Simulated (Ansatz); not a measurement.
**Time and memory for Ca4IrN4**

```yaml
crystal:
  lattice:
    - [5.9902043214, 0.0, 0.0]
    - [2.0698413154, 5.7939310399, 0.0]
    - [2.5511101545, -0.7230301535, 7.9528550465]
  atoms:
    - { symbol: Ca, position: [0.74259305, 0.78226862, 0.84976213] }
    - { symbol: Ca, position: [0.25740695, 0.21773138, 0.15023787] }
    - { symbol: Ca, position: [0.20287987, 0.72303025, 0.01322614] }
    - { symbol: Ca, position: [0.79712013, 0.27696975, 0.98677386] }
    - { symbol: Ca, position: [0.04968058, 0.73367417, 0.42998904] }
    - { symbol: Ca, position: [0.95031942, 0.26632583, 0.57001096] }
    - { symbol: Ca, position: [0.57518446, 0.21151241, 0.3798585] }
    - { symbol: Ca, position: [0.42481554, 0.78848759, 0.6201415] }
    - { symbol: Ir, position: [0.61292719, 0.70959383, 0.2395992], spin: 1.0 }
    - { symbol: Ir, position: [0.38707281, 0.29040617, 0.7604008], spin: 1.0 }
    - { symbol: "N", position: [0.29496821, 0.98207092, 0.37520908] }
    - { symbol: "N", position: [0.70503179, 0.01792908, 0.62479092] }
    - { symbol: "N", position: [0.74160018, 0.94703665, 0.12028677] }
    - { symbol: "N", position: [0.25839982, 0.05296335, 0.87971323] }
    - { symbol: "N", position: [0.41040672, 0.50917338, 0.21017329] }
    - { symbol: "N", position: [0.58959328, 0.49082662, 0.78982671] }
    - { symbol: "N", position: [0.15869875, 0.53355775, 0.68152235] }
    - { symbol: "N", position: [0.84130125, 0.46644225, 0.31847765] }
magnetization:
  spin_polarized: true
kpoints:
  mp_grid: { grid: [6, 6, 4] }
scf:
  occupations: { method: fermi_dirac, width: 0.05 }
hamiltonian:
  xc: r2scan
  pseudopotentials: { kind: paw }
output:
  forces: true
  stress: true
  populations: true
  efg:
    quadrupole_moments_barn: { Ca: -0.0408, Ir: 0.751, "N": 0.02044 }
    contact_densities: true
  write_density: true
  write_potential: true
  elf: true
  volumetric_format: npy
```

```sh
ansatz run input.yaml --threads 2 --pin off --max-ram 5120MiB --backend cpu --events-out ev --progress --plain --runs-dir out
```

It runs on 2 threads of Intel Xeon 6975P-C (Granite Rapids) (x86_64; 24 cores open to the job, memory cap 5.0 GiB, no GPU), a shared host with a load of 0.4 a core.

(1) Estimate the wall time and the peak memory.

Results:

(1) About 5.9 min of wall time (12 min of CPU time) and 3.6 GiB. The run holds 154 valence electrons in 96 bands, about 7001 plane waves a k-point and 76 irreducible k-points, and took 23 SCF iterations. Times on a shared host vary by tens of per cent.
